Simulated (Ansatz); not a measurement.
GaN (zinc blende, F-43m), a = 4.498 Å, b = 4.498 Å, c = 4.498 Å, α = 90.00°, β = 90.00°, γ = 90.00°; the cell used has 2 atoms.

Relaxed with PBEsol.

Question: Decompose the optical modes at the zone centre into irreducible representations, and say which are infrared and Raman allowed.

Answer: Point group -43m: Γ_opt = T2. Infrared: T2. Raman: T2.

Question: Assign frequencies (DFPT, plane-wave PAW PBEsol (Ansatz code); without the LO–TO term).

Answer: T2 536 cm⁻¹.

Symmetry was held in the PBEsol relaxation.

Potentials: the earlier of the program's two PAW sets. The files were generated under PBE; for other functionals the program regenerates the frozen cores, and for LDA and PBEsol the local potential too.
